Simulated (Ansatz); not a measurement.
Relaxed-ion elastic tensor of Y₃Si₅ in space group P-62m (No. 189; Y on 3f, Si on 2d, Si on 3g) in GPa (Voigt order), PBEsol in the plane-wave PAW code Ansatz; density 4.45 g/cm³, 18.99 Å³ per atom.

```
 169  19.4  62.0   0.0   0.0   0.0
19.4   169  62.0   0.0   0.0   0.0
62.0  62.0   179   0.0   0.0   0.0
 0.0   0.0   0.0  88.2   0.0   0.0
 0.0   0.0   0.0   0.0  88.2   0.0
 0.0   0.0   0.0   0.0   0.0  75.0
```

Question: Is the crystal mechanically stable?

Answer: Yes: the smallest eigenvalue of C is 75.0 GPa.

Question: Work out the Voigt, Reuss and Hill averages.

Answer: K_V = 89.4, K_R = 87.4, K_H = 88.4; G_V = 75.2, G_R = 71.5, G_H = 73.4 GPa.

Question: Give Young's modulus, Poisson's ratio, Pugh's ratio and the universal anisotropy index.

Answer: E = 9KG/(3K + G) = 172 GPa; ν = 0.17; K/G = 1.20 (brittle by the Pugh limit of 1.75); A_U = 5G_V/G_R + K_V/K_R − 6 = 0.28.

Question: Estimate the sound speeds and the Debye temperature.

Answer: v_l = √((K + 4G/3)/ρ) = 6470 m/s, v_t = √(G/ρ) = 4060 m/s, mean 4470 m/s; Θ = (h/k)(3n/4πV)^(1/3) v_m = 499 K.

Question: How much does each axis shrink under pressure?

Answer: Linear compressibilities β_i = Σ_j S_ij (j = 1 to 3): x 4.5, y 4.5, z 2.5 per TPa.

The start of the workflow was typed in or built on a structure type; neither database checked (COD, Materials Project) lists it. Its standing as an ambient phase is unchecked. The cell was relaxed with PBEsol under the symmetry of its start; whether a distortion lowers the energy is not shown. The run is not spin-polarised. As this level gives no gap, shear constants depend on the k-mesh and smearing (Fermi–Dirac, 0.1 eV here).

Potentials: the earlier of the program's two PAW sets. The files were generated under PBE; for other functionals the program regenerates the frozen cores, and for LDA and PBEsol the local potential too.
